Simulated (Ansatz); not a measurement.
## Coordination and 81Br quadrupole coupling in Cs₃Sc₂Br₉

Cell: a computed structure from the Materials Project (it need not be an observed phase), taken as it stands.

```cif
data_Cs3Sc2Br9
_symmetry_space_group_name_H-M 'P6_3/mmc'
_symmetry_Int_Tables_number 194
_cell_length_a 7.7546
_cell_length_b 7.7546
_cell_length_c 19.4394
_cell_angle_alpha 90.000
_cell_angle_beta 90.000
_cell_angle_gamma 120.000
loop_
_atom_site_label
_atom_site_type_symbol
_atom_site_symmetry_multiplicity
_atom_site_Wyckoff_symbol
_atom_site_fract_x
_atom_site_fract_y
_atom_site_fract_z
Cs1 Cs 4 f 0.6667 0.3333 0.5748
Cs5 Cs 2 b 0.0000 0.0000 0.7500
Sc Sc 4 f 0.6667 0.3333 0.1557
Br11 Br 12 k 0.3397 0.1699 0.0881
Br23 Br 6 h 0.0220 0.5110 0.7500
```

One atom of each set is listed.

The numbers come from a DFT calculation in Ansatz (r2SCAN, plane waves and PAW, scalar-relativistic, 500 eV cutoff, Γ-centred 4×4×2 k-points, Fermi–Dirac smearing 0.02 eV).

Q(81Br) = 257.9 mb.

Problem. Rank these Br sites by |C_Q|, smallest first.
A. Br11: 1 Sc at 2.56 Å
B. Br23: 2 Sc at 2.78 Å, angle 82°

Solution. A (53.0 MHz, η = 0.02), B (76.4 MHz, η = 0.38).

At Br11 V_zz points along its bond to Sc (within 2°). At Br23 V_zz stands upright on the plane of its two bonds (within 1°). Like point charges on the first shell alone (each adding as 1/d³) would put Br11 above Br23: the covalent part of each bond and the atoms beyond the first shell count as well.
